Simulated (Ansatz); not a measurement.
CoMo:
```cif
data_CoMo
_chemical_formula_sum 'Co1 Mo1'
_space_group_name_H-M_alt 'P 1'
_space_group_IT_number 1
_cell_length_a 2.62298
_cell_length_b 2.62298
_cell_length_c 3.67991
_cell_angle_alpha 90.000
_cell_angle_beta 90.000
_cell_angle_gamma 90.000
loop_
_space_group_symop_operation_xyz
  'x, y, z'
loop_
_atom_site_label
_atom_site_type_symbol
_atom_site_fract_x
_atom_site_fract_y
_atom_site_fract_z
_atom_site_occupancy
Co1 Co 0.00000 0.00000 0.00000 1
Mo1 Mo 0.50000 0.50000 0.50000 1
```

Relaxed with r²SCAN.

Q: Tabulate the valence density and the electron localisation function along the shortest Mo–Mo contact (2.62 Å), r²SCAN in the plane-wave PAW code Ansatz.

A: 

| distance from Mo (Å) | density (e/Å³) | ELF |
|---|---|---|
| 0.26 | 6.87 | 0.55 |
| 0.39 | 6.15 | 0.69 |
| 0.52 | 4.81 | 0.74 |
| 0.66 | 3.24 | 0.71 |
| 0.79 | 1.92 | 0.60 |
| 0.92 | 1.07 | 0.44 |
| 1.05 | 0.66 | 0.33 |
| 1.18 | 0.50 | 0.30 |
| 1.31 | 0.46 | 0.31 |
| 1.44 | 0.50 | 0.30 |
| 1.57 | 0.66 | 0.33 |
| 1.70 | 1.07 | 0.44 |
| 1.84 | 1.92 | 0.60 |
| 1.97 | 3.24 | 0.71 |
| 2.10 | 4.81 | 0.74 |
| 2.23 | 6.15 | 0.69 |
| 2.36 | 6.87 | 0.55 |

The density is the valence pseudo-density with augmentation charge, so density and ELF within about 1 Å of a nucleus are not all-electron values.

Space group P4/mmm (L1₀ or tetragonal B2). The start of the workflow was typed in or built on a structure type; neither database checked (COD, Materials Project) lists it. Its standing as an ambient phase is unchecked. The r²SCAN relaxation kept the symmetry of its start; its stability against distortions is not shown here. The workflow began spin-polarised and lost its moments. Its formation energy is positive at this level, so the cell may be metastable or incomplete.

Potentials: the earlier of the program's two PAW sets.
